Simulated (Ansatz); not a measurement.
One crystal and one scan (energy over volume and axial ratio) at two levels, PBE (plane waves to 420 eV, PAW, scalar-relativistic; Ansatz, an electronic-structure program) and r2SCAN (plane waves to 500 eV, PAW, scalar-relativistic; Ansatz), each from its own relaxed cell and on its own mesh. The cell shown is that of PBE.

La2O3 (A-La2O3 type, space group P-3m1)

```
La2O3
1.0
    3.94027     0.00000     0.00000
   -1.97014     3.41238     0.00000
    0.00000     0.00000     6.18799
La O
2 3
Direct
  0.33333   0.66667   0.24739
  0.66667   0.33333   0.75261
  0.00000   0.00000   0.00000
  0.33333   0.66667   0.64528
  0.66667   0.33333   0.35472
```

Two coordinates are scanned: the volume, and the ratio of the stretch along z (the conventional c axis) to the stretch across it. Atoms keep their fractional coordinates.

The energy includes the smearing's −TS. La2O3 is run without spin polarisation. La2O3 was relaxed with its symmetry unable to fall. As the atoms are clamped, bonds stretch with the cell, which overstates energies and stresses. Percentages come from the unrounded values.

Results of PBE:

| Quantity | Result |
|---|---|
| Lattice constant a (Å) | 3.940 |
| Lattice constant c (Å) | 6.188 |
| Relaxed volume (Å³/atom) | 16.64 |
| Modulus against c/a change at fixed volume, (3/4V)·∂²E/∂(ln c/a)² (fit, atoms clamped) (GPa) | 47 |

Q: What does r2SCAN give for the same quantities?

A: 
```json
[
 {"quantity": "Lattice constant a (Å)", "r2SCAN": "3.935", "PBE − r2SCAN": "+0.005 (+0.1 %)"},
 {"quantity": "Lattice constant c (Å)", "r2SCAN": "6.126", "PBE − r2SCAN": "+0.062 (+1.0 %)"},
 {"quantity": "Relaxed volume (Å³/atom)", "r2SCAN": "16.43", "PBE − r2SCAN": "+0.21 (+1.3 %)"},
 {"quantity": "Modulus against c/a change at fixed volume, (3/4V)·∂²E/∂(ln c/a)² (fit, atoms clamped) (GPa)", "r2SCAN": "49", "PBE − r2SCAN": "-2 (-5 %)"}
]
```

PBE gives the higher value for: lattice constant c; relaxed volume. They agree on: lattice constant a (within 0.2 %).

(Under strain, the slope of the energy per volume gives the stress and its curvature an elastic modulus.)
